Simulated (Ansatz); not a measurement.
# Structures of Ba₃Si₂: which is lowest?

Plane-wave DFT in Ansatz with scalar-relativistic PAW potentials, cutoff 420 eV, Γ-centred meshes chosen by cell and gap, Gaussian smearing with energies taken to zero width. Every cell was relaxed (cell and atoms) in a run of its own, within the symmetry of its start. Functional: PBE.

Relaxed structures (starts from databases or built by putting these elements on another compound's sites):
A. P-3m1, 5 atoms in the computed cell, a = 5.678 Å, c = 6.900 Å; sites (symmetry × multiplicity) Ba -3m. × 1 + 3m. × 2, Si 3m. × 2; start: built
B. R-3m, 5 atoms in the computed cell, a = 5.736 Å, c = 17.538 Å; sites (symmetry × multiplicity) Ba -3m × 3 + 3m × 6, Si 3m × 6; start: built

Question: Rank them by energy. Could pressure change the order?

Answer:
| structure | group | E − E(lowest) (meV/atom) | V (Å³/atom) | gap on mesh (eV) |
| --- | --- | --- | --- | --- |
| B | R-3m | 0.0 | 33.32 | 0.00 |
| A | P-3m1 | 114 | 38.52 | 0.00 |

B is lowest, 114 meV/atom under A. The lowest is also the densest of these, so pressure wouldn't bring one of the others in at first order. Other structures may lie lower than all of these, and vibrations aren't counted.

Spin-orbit coupling is left out, which matters for the bands of heavy elements.